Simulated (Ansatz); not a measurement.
The start is a relaxed Ge cell displaced along its unstable phonon at q = (½, ½, 0) of its primitive reciprocal cell (40i cm⁻¹), largest move 0.15 Å. The structure is fully relaxed (lattice and positions, P = 0) with PBEsol (plane waves to 420 eV, PAW, scalar-relativistic; Ansatz, a program for electronic structure). The first steps use a coarse 13×13×13 k-mesh.

Input geometry:
```yaml
crystal:
  lattice:
    - [2.88287, 1.66443, 10.37826]
    - [0.00000, 1.66443, 10.37826]
    - [0.00000, -1.66443, 5.18913]
  atoms:
    - { symbol: Ge, position: [0.94797, 0.13926, 0.08723] }
    - { symbol: Ge, position: [0.55203, 0.03520, 0.08723] }
    - { symbol: Ge, position: [0.94797, 0.96480, 0.91277] }
    - { symbol: Ge, position: [0.55203, 0.86074, 0.91277] }
```

Question: What is the largest force in the starting geometry, and on which atom (counted from 1)?

Answer: 0.06 eV/Å, on Ge1, Ge2, Ge3, Ge4 (atoms numbered as listed).

Question: How much energy is released per atom?

Answer: 0.09 eV/atom.

Question: How does the volume change?

Answer: -0.9 %, from 18.67 to 18.51 Å³/atom.

Question: Does it find its way back to the structure it was made from?

Answer: It does not go back: it reaches Pmma (No. 51), 0.10 eV/atom below the parent.

Question: How do the shortest distances between atoms change?

Answer: The closest pairs of elements (up to four, under 3.6 Å), start → end: Ge–Ge 2.72 → 2.64 Å.

Question: Is the relaxed structure metallic? Give its gap.

Answer: Zero (metallic).

Question: Give the final cell and atomic positions.

Answer: 
```cif
data_Ge2
_chemical_formula_sum 'Ge2'
_space_group_name_H-M_alt 'Pmma'
_space_group_IT_number 51
_space_group_name_Hall '-P 2a 2a'
_cell_length_a 5.05075
_cell_length_b 2.63918
_cell_length_c 2.77715
_cell_angle_alpha 90.000
_cell_angle_beta 90.000
_cell_angle_gamma 90.000
loop_
_space_group_symop_operation_xyz
  'x, y, z'
  '-x, -y, -z'
  '-x+1/2, -y, z'
  'x+1/2, y, -z'
  'x+1/2, -y, -z'
  '-x+1/2, y, z'
  '-x, y, -z'
  'x, -y, z'
loop_
_atom_site_label
_atom_site_type_symbol
_atom_site_symmetry_multiplicity
_atom_site_Wyckoff_symbol
_atom_site_fract_x
_atom_site_fract_y
_atom_site_fract_z
_atom_site_occupancy
Ge1 Ge 2 e 0.75000 0.00000 0.20257 1
```

Final values are on a 9×18×17 k-mesh of the relaxed cell. No spin polarisation in the result.

The run could not lose the symmetry of its start, so the end can be a saddle point.

The relaxed structure here is a generated cell of Ge: the first start was made by placing the elements on the sites of a structure type, and the end was not matched to a known phase here, so it may be hypothetical. Known forms of Ge include space group No. 227.
